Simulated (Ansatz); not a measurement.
## Property card for InPd

InPd (CsCl type, Pm-3m), a = 3.305 Å, b = 3.305 Å, c = 3.305 Å, α = 90.00°, β = 90.00°, γ = 90.00°.

Space group Pm-3m (No. 221), CsCl type; conventional cell a = 3.3054 Å, b = 3.3054 Å, c = 3.3054 Å, α = 90.00°, β = 90.00°, γ = 90.00°.

Method: PBE in the plane-wave PAW code Ansatz. The cell and atoms are relaxed at this level. Other levels are named where they apply.

**Cell and energy**

```
Quantity                                                      Result
-----------------------------------------------------  -------------
Volume per atom                                             18.06 Å³
Density                                                  10.17 g/cm³
Formation energy from the elements (no fitted shifts)  -0.49 eV/atom
```

**Electronic structure**

```
Quantity                                                                    Result
------------------------------------  --------------------------------------------
Electronic character                                             metallic (no gap)
Density of states at the Fermi level  0.42 states/eV per atom (mean over ±0.08 eV)
Gap with spin–orbit coupling                                       none (metallic)
```

**Mechanics**

```
Property                              Value
----------------------------------  -------
Bulk modulus (Birch–Murnaghan fit)  110 GPa
Pressure derivative B′                  6.0
```

Symmetry was held in the PBE relaxation. The run is not spin-polarised. The references are the lowest solids computed at this level, not always the standard phases. Spin–orbit coupling is left out wherever it is not named.

Potentials: the later of the program's two PAW sets.
